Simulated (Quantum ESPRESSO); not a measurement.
## InGa2AlP4 (a curve over one atom's position)

A calculation, not a measurement. The program is pw.x of Quantum ESPRESSO 7.5 (plane-wave density functional theory). The cell is made up: 8 atoms on a zincblende/diamond lattice, with randomly drawn elements, strain and displacements, not relaxed. PseudoDojo standard norm-conserving files (v0.5 for PBE, v0.4.1 for LDA and PBEsol) set the functional; there is no spin polarisation, spin-orbit coupling or dispersion term, and the masses in the input are unused placeholders.

Seven runs move atom 5 (P, counted in the order of the input) along z and keep all else fixed.

Input of the run at -0.0086:

```
&control calculation='scf', pseudo_dir='./dojo.nc.sr.pbe.v0_5.standard.upf', outdir='./o', disk_io='medium', tprnfor=.true., tstress=.true. /
&system ibrav=0, nat=8, ntyp=4, nbnd=37, ecutwfc=79.96652505, nosym=.true., tot_charge=0,
 occupations='smearing', smearing='fd', degauss=0.0018374661
/
&electrons conv_thr=7.350e-09, electron_maxstep=60, /
ATOMIC_SPECIES
Al 1.0 Al.upf
Ga 1.0 Ga.upf
In 1.0 In.upf
P 1.0 P.upf
CELL_PARAMETERS angstrom
5.6751 0.0701 0.0302
0.0701 5.7713 -0.0311
0.0302 -0.0311 5.5897
ATOMIC_POSITIONS angstrom
In -0.0685 0.0224 -0.0128
Ga 0.0204 2.6817 2.7717
Ga 2.7161 -0.0032 2.7609
Al 2.7974 2.7537 -0.0943
P 1.5374 1.344 1.4316
P 1.597 4.2533 4.0846
P 4.3836 1.5664 4.315
P 4.4805 4.4255 1.3629
K_POINTS automatic
4 4 4 1 1 1
```

| shift of atom 5 along z (Å) | free energy less that of the input shown (eV) | Fx on atom 5 (eV/Å) | Fy on atom 5 (eV/Å) | Fz on atom 5 (eV/Å) | pressure (GPa) | iterations |
| --- | --- | --- | --- | --- | --- | --- |
| -0.1234 | 0.0119 | -0.220 | 1.187 | 0.768 | 0.72 | 10 |
| -0.1125 | 0.0042 | -0.247 | 1.213 | 0.643 | 0.71 | 10 |
| -0.0086 | 0.0000 | -0.514 | 1.483 | -0.566 | 0.71 | 10 |
| +0.0122 | 0.0143 | -0.570 | 1.543 | -0.811 | 0.74 | 10 |
| +0.0621 | 0.0694 | -0.712 | 1.696 | -1.396 | 0.83 | 11 |
| +0.1315 | 0.1943 | -0.922 | 1.933 | -2.200 | 1.04 | 11 |

Question: one run is left out of the table, at -0.0758. Estimate its Fz on atom 5 (eV/Å).

Answer: 0.219. The whole row:

```
shift of atom 5 along z (Å)  free energy less that of the input shown (eV)  Fx on atom 5 (eV/Å)  Fy on atom 5 (eV/Å)  Fz on atom 5 (eV/Å)  pressure (GPa)  iterations
                    -0.0758                                        -0.0116               -0.338                1.303                0.219            0.69          10
```

A cubic fit gives dFz/dz = -11.74 eV/Å² at zero shift. Across the table the free energy follows the integral of the force to within 0.1 meV. A rerun of one of the cells at 1377 eV and a 6 x 6 x 6 mesh moved values by no more than 0.009 eV in energy, 0.02 GPa in stress and 0.003 eV/Å in force.